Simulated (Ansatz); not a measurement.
**ZnO: from a starting cell to a relaxed one**

The start is a generated cell, ZnO built in the wurtzite structure type. Cell shape, volume and atoms are optimised at zero target pressure with PBE (plane waves to 420 eV, PAW, scalar-relativistic; Ansatz, a first-principles code). First-step values are on the input's coarse k-mesh.

Ansatz input (later rounds restart from its end on a renewed k-mesh):
Ansatz 0.2 input:
```yaml
crystal:
  lattice:
    - [3.1375179, 0, 0]
    - [-1.5687589, 2.7171702, 0]
    - [0, 0, 5.13853]
  atoms:
    - { symbol: Zn, position: [0.66666667, 0.33333333, 0] }
    - { symbol: Zn, position: [0.33333333, 0.66666667, 0.5] }
    - { symbol: O, position: [0.66666667, 0.33333333, 0.6252] }
    - { symbol: O, position: [0.33333333, 0.66666667, 0.1252] }
basis: { ecutwfc: 420, ecutrho_ratio: 4, xc_grid: 2, fft_grid_basis: typed }
kpoints: { mp_grid: { grid: [8, 8, 5] } }
hamiltonian:
  xc: pbe
  dispersion: none
  pseudopotentials: { azcp: { folder: ./paw }, kind: paw }
scf: { occupations: { method: fermi_dirac, width: 0.05 } }
relax: { f_tol: 0.01, max_steps: 100, cell: { stress_tol: 0.02 } }
output: { forces: true, stress: true }
```

Problem. What pressure does the first self-consistent step give?

Solution. +19.9 GPa (positive: the cell is compressed).

Problem. How does the volume change?

Solution. +12.6 %, from 10.95 to 12.33 Å³/atom.

Problem. How do the shortest distances between atoms change?

Solution. The closest pairs of elements (up to four, under 3.6 Å), start → end: O–Zn 1.92 → 2.00 Å; Zn–Zn 3.14 → 3.25 Å; O–O 3.14 → 3.25 Å.

Problem. Is the relaxed structure metallic? Give its gap.

Solution. 0.74 eV, direct at Γ (no spin-orbit coupling).

The space group stays P6₃mc (No. 186) (the run could not lower it); the end is wurtzite type, with 4 atoms in the primitive cell. Final values are on a 12×12×6 k-mesh of the relaxed cell. No spin polarisation in the result.

The run could not lose the symmetry of its start; a randomly shaken copy of 4 atoms returns to this structure.
